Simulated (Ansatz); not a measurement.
Calculated coordination and 2H quadrupole coupling for BaH2

Cell: a structure deposited in the COD whose atoms were relaxed with PBE, the cell held.

Space group Pnma (No. 62); a = 6.7920, b = 4.1680, c = 7.8580 Å.

| site | Wyckoff | site symmetry | x | y | z |
| --- | --- | --- | --- | --- | --- |
| Ba | 4c | .m. | 0.2606 | 0.2500 | 0.8882 |
| H5 | 4c | .m. | 0.0279 | 0.2500 | 0.1812 |
| H9 | 4c | .m. | 0.6459 | 0.2500 | 0.9282 |

One atom of each set is listed.

Method: Kohn–Sham DFT in Ansatz, PBE, plane waves and PAW (field gradients read without the response of the frozen cores, which leaves them typically 4 to 6 % off), with spin–orbit coupling, 420 eV cutoff, Γ-centred 4×7×4 k-points, Fermi–Dirac smearing 0.02 eV.

Q(2H) = 2.858 mb.

**Question.** Rank these H sites by |C_Q|, smallest first.
A. H5: 5 Ba at 2.79–3.01 Å
B. H9: 4 Ba at 2.60–2.64 Å

**Answer.** A (0.002 MHz, η = 0.38), B (0.004 MHz, η = 0.56).
